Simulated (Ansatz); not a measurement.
Rough cost of magnetic runs on MnHg (P4/mmm) in Ansatz 0.2.0, 2 threads of Arm Neoverse V1, on a shared host.

```
Mn Hg
1.0
     3.20473    0.00000    0.00000
     0.00000    3.20473    0.00000
     0.00000    0.00000    3.54705
Mn Hg
1 1
Direct
  0.50000 0.50000 0.50000
  0.00000 0.00000 0.00000
```

| run | functional, mesh | k points solved | bands | iterations | wall time (s) | peak memory (GiB) |
| --- | --- | --- | --- | --- | --- | --- |
| PAW: stretched by 7 % along z at fixed volume; spin–orbit coupling, moments along [001] | PBE, 9×9×9 | 75 | 44 | 15 | 25 | 0.55 |
| PAW: stretched by 7 % along z at fixed volume; spin–orbit coupling, moments along [110] | PBE, 9×9×9 | 125 | 44 | 15 | 39 | 0.65 |
| PAW: stretched by 7 % along z at fixed volume; anisotropy by the force theorem | PBE, 9×9×9 | 75 | 24 | 11 | 60 | 0.65 |
| PAW: stretched by 7 % along z at fixed volume; collinear moments without spin–orbit coupling | PBE, 9×9×9 | 75 | 24 | 11 | 5 | 0.38 |
| AE-PAW: stretched by 7 % along z at fixed volume; anisotropy by the force theorem | PBE, 9×9×9 | 75 | 24 | 15 | 100 | 1.3 |
| PAW: stretched by 7 % along z at fixed volume; spin–orbit coupling, moments along [100] | PBE, 9×9×9 | 125 | 44 | 15 | 41 | 0.65 |
